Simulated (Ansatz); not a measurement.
TaN: settings compared (Ansatz)

The command:

```bash
ansatz run input.yaml --threads 1 --pin off --max-ram 2560MiB --backend cpu --events-out ev --progress --plain --runs-dir out
```

Input:

```yaml
crystal:
  lattice:
    - [2.603241, 4.508944, 0.0]
    - [-2.603241, 4.508944, 0.0]
    - [0.0, 0.0, 2.920048]
  atoms:
    - { symbol: Ta, position: [0.0, 0.0, 0.0] }
    - { symbol: "N", position: [0.5, 0.5, 0.0] }
    - { symbol: "N", position: [0.5, 0.0, 0.0] }
    - { symbol: "N", position: [0.0, 0.5, 0.0] }
    - { symbol: Ta, position: [0.3333, 0.3334, 0.5] }
    - { symbol: Ta, position: [0.6666, 0.6667, 0.5] }
  symmetry: { tolerance: 0.0003 }
kpoints:
  mp_grid: { grid: [4, 4, 6], shift: [0, 0, 0] }
magnetization:
  spin_polarized: false
scf:
  occupations: { method: fermi_dirac }
hamiltonian:
  pseudopotentials: { kind: paw }
  xc: lda
basis:
  ecutwfc: 420
output:
  forces: true
  stress: true
  eigenvalues: true
```

Origin of the cell: a database entry, scaled a little.

The smearing width isn't typed, so it takes its default of 0.1 eV.

Output of this run (shortened):

```
Warning: the atoms were moved onto the symmetric positions of the space group found under crystal.symmetry.tolerance 3.0e-4 (fractional; no operation is sought that the atoms, as they stand i […]
Pseudopotentials: kind: paw
Pseudopotential: Ta, paw, valence charge 13, recommended cutoff 420 eV (normal), Ta.paw.azcp
Pseudopotential: N, paw, valence charge 5, recommended cutoff 420 eV (normal), N.paw.azcp
Functional definition: SPW92
  exchange = slater_x
  correlation = pw_c
Crystal: 6 atoms, lattice volume = 68.550 Å³
Basis set: ecut = 420 eV, 1287 PW (Γ)
Bands: 33, of which v1, the nominal top of the filled ones, is band 27 counted from 1 (26 counted from 0)
Symmetry: 24 space group operations
Space group: P6/mmm (ITA 191), of the structure as read, at distance tolerance 1.2e-3 Å
k-points: 16 of 96
[… 5 lines left out …]
Initial density: superposition of atomic densities (neutral atoms: chi_scale 0, normalization atom), corrected by the library's trained network
Functional: x = slater, c = lda
SCF iter   1: F=—  HF=-30174.991269 eV  Δρ=1.14e-2  dr2=1.18e-1
SCF iter   2: F=—  HF=-30174.973266 eV  Δρ=5.37e-3  dr2=2.58e-2
SCF iter   3: F=—  HF=-30174.967900 eV  Δρ=8.21e-4  dr2=5.44e-4
SCF iter   4: F=—  HF=-30174.967802 eV  Δρ=1.99e-4  dr2=1.47e-5
SCF iter   5: F=—  HF=-30174.967802 eV  Δρ=2.43e-5  dr2=2.75e-7
SCF iter   6: F=-30174.967802 eV  HF=-30174.967802 eV  Δρ=3.96e-6  dr2=7.64e-9
SCF 1 converged in 6 iterations: F = -30174.967802 eV  dr2 = 7.64e-9
SCF converged after 6 iterations
Free energy (F): -30174.967802 eV
Harris-Foulkes:  -30174.967802 eV  (|F-HF|=2.73e-9)
Internal energy: -30174.925798 eV  (E = F + TS)
E sigma→0 (E₀):  -30174.946800 eV
Entropy (-TS):   -0.042004 eV (-7.001 meV/atom)
Fermi energy:    19.035296 eV
--- Per-component energies (eV) ---
  E_band       = -242.255982
  E_kinetic    = 1495.926072
  E_local      = -2107.590720  (includes V_loc(G=0)·N_el)
  E_nonlocal   = 201.205332
  E_hartree    = 713.427576
  E_xc         = -831.220382
  E_vxc        = -843.195394  (∫ρ·V_xc dr)
  E_paw        = -24801.568242  (= ΣΔE_a)
  E_vpaw       = -415.457018  (= ΣTr[D̂ρ^β])
  E_aug_tail   = 0.000905  (compensation charges beyond the density's cutoff)
  E_ewald      = -4846.123180
  E_core_change = 1.016840  (= ΣΔE_core)
  E_smearing   = -0.042004  (= −TS)
  Σ components = -30174.967802   (vs F -30174.967802, Δ=0.00e0)
--- Forces (eV/Å), atoms counted from 1 ---
  atom   1  Ta     0.000000    -0.000000     0.000000
  atom   2  N      0.000000     0.000000     0.000000
  atom   3  N     -0.000000     0.000000     0.000000
  atom   4  N      0.000000     0.000000     0.000000
  atom   5  Ta    -0.000000     0.000000     0.000000
  atom   6  Ta    -0.000000     0.000000    -0.000000
  max |Σ_I F_I| component: 1.39e-17 eV/Å
--- Stress (GPa, compression-positive) ---
       -6.340437      -0.000000       0.000000
       -0.000000      -6.340437      -0.000000
        0.000000      -0.000000     -11.738228
  P = ⅓ Tr σ = -8.1397 GPa (-81.397 kbar)
```

The same input was run again with these changes:

1. `hamiltonian.xc` lda → r2scan; `hamiltonian.dispersion` default → d3bjatm
2. `scf.lower_state_search` default → "off"; `kpoints.mp_grid.grid` [4, 4, 6] → [5, 5, 8]
3. `basis.xc_grid` default → 1; `hamiltonian.pseudopotentials` { kind: paw } → { kind: nc, accuracy: standard }
4. `scf.lower_state_search` default → standard; `hamiltonian.hubbard` default → { sites: [{ species: Ta, l: d, u_eff: 2.0 }], double_counting: amf }

| run | end | SCF iterations | P (GPa) | max force component (eV/Å) | moment (μB) | ΔE(σ→0) (meV/atom) |
| --- | --- | --- | --- | --- | --- | --- |
| base | converged | 6 | -8.14 | 0.000 | – | 0 |
| 1 | converged | 7 | 0.14 | 0.000 | – | – |
| 2 | converged | 7 | -8.55 | 0.000 | – | -8.46 |
| 3 | converged | 8 | -6.02 | 0.000 | – | – |
| 4 | converged | 8 | -8.13 | 0.000 | – | – |

Energies are compared only where functional, datasets, charge and starting cell are the same.

Caveats of the base run: no moments, though an odd count or open d shells may carry them; no spin-orbit coupling, though heavy elements are present; the k mesh is coarse if the cell is a metal.

Run 1: the cutoff lies below the datasets' advice.
Run 3: the cutoff lies below the datasets' advice.

The base run took 2.7 s on 1 thread of Intel(R) Xeon(R) Platinum 8259CL CPU @ 2.50GHz (Skylake/Cascade Lake), on a shared host, peak memory 0.38 GiB, from the program's own first density.
